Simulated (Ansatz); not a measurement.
Here is the system:

CaGe2O5:
```yaml
crystal:
  lattice:
    - [3.23521, 4.35549, 0.00000]
    - [-3.23521, 4.35549, 0.00000]
    - [-2.67003, 0.00000, 6.26901]
  atoms:
    - { symbol: Ca, position: [0.32989, 0.32989, 0.75000] }
    - { symbol: Ca, position: [0.67011, 0.67011, 0.25000] }
    - { symbol: Ge, position: [0.31548, 0.31548, 0.25000] }
    - { symbol: Ge, position: [0.68452, 0.68452, 0.75000] }
    - { symbol: Ge, position: [0.00000, 0.00000, 0.00000] }
    - { symbol: Ge, position: [0.00000, 0.00000, 0.50000] }
    - { symbol: O, position: [0.68967, 0.90580, 0.89859] }
    - { symbol: O, position: [0.31033, 0.09420, 0.10141] }
    - { symbol: O, position: [0.90580, 0.68967, 0.60141] }
    - { symbol: O, position: [0.09420, 0.31033, 0.39859] }
    - { symbol: O, position: [0.24901, 0.63339, 0.06952] }
    - { symbol: O, position: [0.75099, 0.36661, 0.93048] }
    - { symbol: O, position: [0.63339, 0.24901, 0.43048] }
    - { symbol: O, position: [0.36661, 0.75099, 0.56952] }
    - { symbol: O, position: [0.07160, 0.07160, 0.75000] }
    - { symbol: O, position: [0.92840, 0.92840, 0.25000] }
```

This is the LDA-relaxed structure. Cartesian axes are those of the cell as given.

Problem. All from plane-wave PAW LDA (Ansatz code), unless another level is named. Predict the band gap.

Solution. 2.98 eV (smallest direct gap 2.99 eV).

Problem. Predict the electron effective mass.

Solution. 0.34, 0.34, 0.37 mₑ (principal values).

Problem. Next, the conduction-band minimum?

Solution. at Γ.

Problem. What about the valence-band maximum?

Solution. off the standard path, at k = (-0.135, 0.125, 0.188).

Problem. What about the weight of the conduction-edge state by species (Voronoi cells)?

Solution. O 60 %, Ge 35 %, Ca 5 %.

Space group C2/c. The workflow started from a Materials Project entry (that database holds measured and hypothetical structures alike); the Crystallography Open Database copy checked does not list it. COD files the formula under space group No. 1, 2, so this cell is another polymorph or a model. Its standing as an ambient phase is unchecked. The LDA relaxation kept the symmetry of its start; whether a distortion lowers the energy is not shown. Scalar-relativistic: spin–orbit coupling is off unless named, which matters more the heavier the elements.

Potentials: the later of the program's two PAW sets.
